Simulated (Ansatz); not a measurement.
HfZn2 (cubic Laves (MgCu2 type), space group No. 227) under volume change, DFT-r²SCAN in the program Ansatz with PAW potentials, scaled uniformly.

```
V (Å³/atom)  E − E(relaxed) (meV/atom)  P (GPa)
-----------  -------------------------  -------
14.639                            58.6    14.08
15.121                            24.6     8.62
15.604                             5.8     3.97
16.087                             0.0     0.00
16.569                             5.2    -3.39
17.052                            19.9    -6.28
17.534                            42.7    -8.75
```

Task: What does a third-order Birch–Murnaghan fit give for V₀, B₀ and B′?

Result: V₀ = 16.09 Å³/atom, B₀ = 122 GPa, B′ = 4.3.

Space group Fd-3m (cubic Laves (MgCu2 type)). The workflow started from an entry of the Crystallography Open Database (COD). Its standing as an ambient phase is unchecked. Symmetry was held in the r²SCAN relaxation; whether a distortion lowers the energy is not shown. The run is not spin-polarised. Scalar-relativistic: spin–orbit coupling is off unless named, which matters more the heavier the elements.

Potentials: the later of the program's two PAW sets.
